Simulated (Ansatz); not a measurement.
All numbers below come from DFT PBE, scalar-relativistic, plane waves, PAW, and for the lanthanide a 4f-in-core norm-conserving potential (Ansatz 0.2.0). Settings: cutoff 690 eV, Γ-centred meshes spaced at most about 0.3 Å⁻¹, and about 0.25 Å⁻¹ or finer for metals (2π included), Gaussian smearing. No spin polarisation in the final relaxations.

All energies are static (0 K, no zero-point motion).

Compare these two cells of TbMo, each relaxed at this level.

A.

```
Tb Mo
1.0
     2.94771    0.00000    0.00000
     0.00000    2.94771    0.00000
     0.00000    0.00000    4.89235
Tb Mo
1 1
Cartesian
  0.0000 0.0000 2.4462
  1.4739 1.4739 0.0000
```

B.

```
Tb Mo
1.0
     0.00000    2.87713    2.87713
     2.87713    0.00000    2.87713
     2.87713    2.87713    0.00000
Tb Mo
1 1
Cartesian
  0.0000 0.0000 0.0000
  2.8771 2.8771 2.8771
```

Question: Which would you expect to be lower, and how large is the difference?

Answer: A is lower, by 0.72 eV/atom. A has the CuAu (L1_0) type, space group P4/mmm (No. 123), 21.3 Å³/atom and no gap on its mesh; B has the rock salt type, space group Fm-3m (No. 225), 23.8 Å³/atom and no gap. Counting all near atoms (those within 1.25 times the shortest distance at each site), A has Tb 12, Mo 12 and B has Tb 6, Mo 6. The denser one is the lower, and pressure would at first widen the difference. Even the lower one lies +0.66 eV/atom against the reference forms of the elements (uncorrected), so neither is stable at this level. Both come from invented guesses. A third cell relaxed alike, in Cmmm, lies 50 meV/atom below the lower of the two.

Cells relaxed within their symmetry can be saddle points.

The lanthanide is trivalent by construction, without f bands, f moments or other valences.
